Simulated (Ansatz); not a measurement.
CdSiN2:
```
CdSiN2
1.0
    1.43905     0.83083     5.91155
   -1.43905     0.83083     5.91155
    0.00000    -1.66167     5.91155
Cd Si N
1 1 2
Direct
  0.50000   0.50000   0.50000
  0.00000   0.00000   0.00000
  0.61421   0.61421   0.61421
  0.38579   0.38579   0.38579
```

Relaxed with LDA. Special points in fractions of this cell's reciprocal vectors: Γ (0.000, 0.000, 0.000); T (0.500, 0.500, 0.500); H2 (0.820, 0.180, 0.500); H0 (0.500, -0.180, 0.180); L (0.500, 0.000, 0.000); S0 (0.340, -0.340, 0.000); S2 (0.660, 0.000, 0.340); F (0.500, 0.000, 0.500).

Problem. List the band energies nearest the Fermi level at these points for the program Ansatz at the LDA level (PAW).

Solution. In eV from the Fermi level; about four levels below and three above (degenerate sets whole), none deeper than 8.9 eV; … stands for higher levels left out; points with the same levels are listed once.

| k | below | above |
|---|---|---|
| Γ | -1.08 -1.08 -0.39 -0.39 | 1.27 6.32 7.10 |
| T | -1.29 -1.29 -0.17 -0.17 | 3.41 5.41 6.97 |
| H2 | -4.98 -3.62 -1.28 -1.05 | 2.99 3.47 7.50 |
| L | -2.22 -2.04 -0.70 -0.01 | 5.20 5.82 … |
| S0 | -4.74 -3.75 -1.24 -1.11 | 3.18 3.34 7.42 |
| F | -3.44 -3.02 -1.77 -0.34 | 0.66 5.62 5.95 |

Space group R-3m. The start of the workflow was typed in or built on a structure type; neither database checked (COD, Materials Project) lists it. Its standing as an ambient phase is unchecked. The LDA relaxation kept the symmetry of its start; whether a distortion lowers the energy is not shown. The volume moved by -46 % from the start of the relaxation. Scalar-relativistic: spin–orbit coupling is off unless named, which matters more the heavier the elements.

Potentials: the later of the program's two PAW sets.
